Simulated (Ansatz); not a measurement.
NbCd₃, DFT, LDA, all-electron PAW with datasets made for the crystal, scalar-relativistic (Ansatz 0.2.0), run on 1 thread of Arm Neoverse V1 on a shared host.

The geometry is COD entry 2310296, unchecked; take it as a test cell.

Command: `ansatz run input.yaml --threads 1 --pin off --max-ram 4096MiB --backend cpu --events-out ev --progress --plain --runs-dir out`

```yaml
crystal:
  lattice:
    - [4.215, 0.0, 0.0]
    - [0.0, 4.215, 0.0]
    - [0.0, 0.0, 4.215]
  atoms:
    - { symbol: Nb, position: [0.0, 0.0, 0.0] }
    - { symbol: Cd, position: [0.0, 0.5, 0.5] }
    - { symbol: Cd, position: [0.5, 0.0, 0.5] }
    - { symbol: Cd, position: [0.5, 0.5, 0.0] }
kpoints:
  mp_grid: { grid: [9, 9, 9] }
  band_path:
    path:
      - [0.0, 0.0, 0.0]
      - [0.0, 0.5, 0.0]
      - [0.5, 0.5, 0.0]
      - [0.0, 0.0, 0.0]
      - [0.5, 0.5, 0.5]
      - [0.0, 0.5, 0.0]
      - [0.5, 0.5, 0.5]
      - [0.5, 0.5, 0.0]
    npoints: 8
scf:
  occupations: { method: fermi_dirac, width: 0.08 }
hamiltonian:
  xc: lda
  pseudopotentials: { kind: all_electron, datasets: crystal }
output:
  forces: true
  stress: true
  eigenvalues: true
  efg: { contact_densities: true }
```

Problem. How large is the problem that the program sets up?

Solution. 35 irreducible k-points, 739 plane waves at Γ, 44 bands.

Problem. About how long does it take, and how much memory does it use?

Solution. 47 s of wall time for 11 SCF iterations, with a peak of 0.67 GiB. Times on shared machines scatter by tens of per cent.

Problem. And the same cell and mesh by LAPW (all electrons), asked for forces, stress, eigenvalues, fatbands, populations, dos and the same band path, on the same hardware?

Solution. 2.5 min, peak memory 0.55 GiB.

Problem. And the same cell and mesh by PAW with the default files, asked for forces, stress, eigenvalues, efg, populations, bader, dos, write_density, write_potential, elf and the same band path, on the same hardware?

Solution. 28 s, peak memory 0.47 GiB.
